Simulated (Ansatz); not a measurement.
**Migration of Li in Bi2Se3**

Level of theory: DFT LDA, scalar-relativistic, plane waves, PAW in Ansatz 0.2.0. (420 eV cutoff, 2×2×2 k-mesh, shifted by half a step, Gaussian smearing of 0.10 eV, no spin polarisation)

Host crystal, relaxed:

```
Bi Se
1.0
     2.05177    1.18459    9.31303
    -2.05177    1.18459    9.31303
     0.00000   -2.36918    9.31303
Bi Se
2 3
Cartesian
  0.0000 0.0000 11.2108
  0.0000 0.0000 16.7282
  2.0518 1.1846 9.3130
  0.0000 0.0000 5.8511
  0.0000 0.0000 22.0879
```

In a supercell of 80 host sites, interstitial Li hops to an equivalent place, moving 4.10 Å between the relaxed ends. Climbing-image nudged elastic band at fixed cell with images 0 (start) to 6 (end), the path measured over all atoms, converged to 0.05 eV/Å; the order of the saddle wasn't checked, and the small cell leaves errors of about a tenth of an eV. At the top the atom squeezes straight between two others, where symmetry can hold a band on a ridge, so a bent path, such as one by way of a neighbouring hole, may have a much lower barrier.

Supercell rows in host cell vectors: 1 1 -3; 1 -3 1; -3 1 1. Li was set at (0.500, 0.500, 0.500) of the host cell.

At the relaxed start Li has 6 Se at 2.66 Å, 2 Bi at 3.03 Å.

A cell with an odd number of electrons and no spin polarisation is a metal by construction and may be lower with spin. Spin-orbit coupling is left out, which matters for the bands and energies of heavy elements.

Problem. How high is the barrier, and where does the atom pass?

Solution. 0.90 eV at image 3, where Li has 2 Se at 2.20 Å.

Cost: 1 run of about 7.7 core-hours, on Intel Xeon 6975P-C (Granite Rapids) (shared hosts).